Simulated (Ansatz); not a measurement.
ZnSn₂O:
```
ZnSn2O
1.0
    1.97938     1.14279     6.91874
   -1.97938     1.14279     6.91874
    0.00000    -2.28559     6.91874
Zn O Sn
1 1 2
Direct
  0.97193   0.97193   0.97193
  0.87459   0.87459   0.87459
  0.52459   0.52459   0.52459
  0.37886   0.37886   0.37886
```

Relaxed with PBE. Special points in fractions of this cell's reciprocal vectors: Γ (0.000, 0.000, 0.000); T (0.500, 0.500, 0.500); H2 (0.815, 0.185, 0.500); H0 (0.500, -0.185, 0.185); L (0.500, 0.000, 0.000); S0 (0.342, -0.342, 0.000); S2 (0.658, 0.000, 0.342); F (0.500, 0.000, 0.500).

Q: List the band energies nearest the Fermi level at these points for PBE (plane waves, PAW; program Ansatz).

A: In eV from the Fermi level; about four levels below and three above (degenerate sets whole), none deeper than 8.9 eV; points with the same levels are listed once.

```json
[
 {"k": "Γ", "below": "-4.89 -4.24 -4.24 -1.80", "above": "2.96 2.96 3.72"},
 {"k": "T", "below": "-4.79 -4.23 -4.23 -1.38", "above": "1.33 2.77 2.77"},
 {"k": "H2", "below": "-4.76 -2.98 -2.08 -1.57", "above": "0.33 1.36 2.24"},
 {"k": "L", "below": "-4.62 -3.72 -2.86 -0.61", "above": "0.98 1.48 2.29"},
 {"k": "S0", "below": "-4.80 -3.00 -2.12 -1.59", "above": "0.30 1.57 2.09"},
 {"k": "F", "below": "-4.88 -3.14 -1.97 -0.81", "above": "1.06 1.23 1.89"}
]
```

Space group R3m. The start of the workflow was typed in or built on a structure type; neither database checked (COD, Materials Project) lists it. Whether it is the stable phase at ambient conditions was not checked. The cell was relaxed with PBE under the symmetry of its start; whether a distortion lowers the energy is not shown. The volume moved by 34 % from the start of the relaxation. Scalar-relativistic: spin–orbit coupling is off unless named, which matters more the heavier the elements.

Potentials: the earlier of the program's two PAW sets.
